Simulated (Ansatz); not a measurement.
Relaxed-ion elastic tensor of GaN (CsCl type, Pm-3m) in GPa (Voigt order), plane-wave PAW r²SCAN (Ansatz code); density 7.07 g/cm³, 9.83 Å³ per atom.

```
  327    100    100    0.0    0.0    0.0
  100    327    100    0.0    0.0    0.0
  100    100    327    0.0    0.0    0.0
  0.0    0.0    0.0  -94.2    0.0    0.0
  0.0    0.0    0.0    0.0  -94.2    0.0
  0.0    0.0    0.0    0.0    0.0  -94.2
```

Task: Is the crystal mechanically stable?

Result: No: the smallest eigenvalue of C is -94.2 GPa.

A made-up cell: these elements were put on the sites of a structure type; neither database checked (COD, Materials Project) lists it. It is not the phase usual at ambient conditions (space group No. 186, 216). Symmetry was held in the r²SCAN relaxation. At this level the phase is mechanically unstable. As this level gives no gap, shear constants depend on the k-mesh and smearing (Fermi–Dirac, 0.1 eV here).

Potentials: the later of the program's two PAW sets.
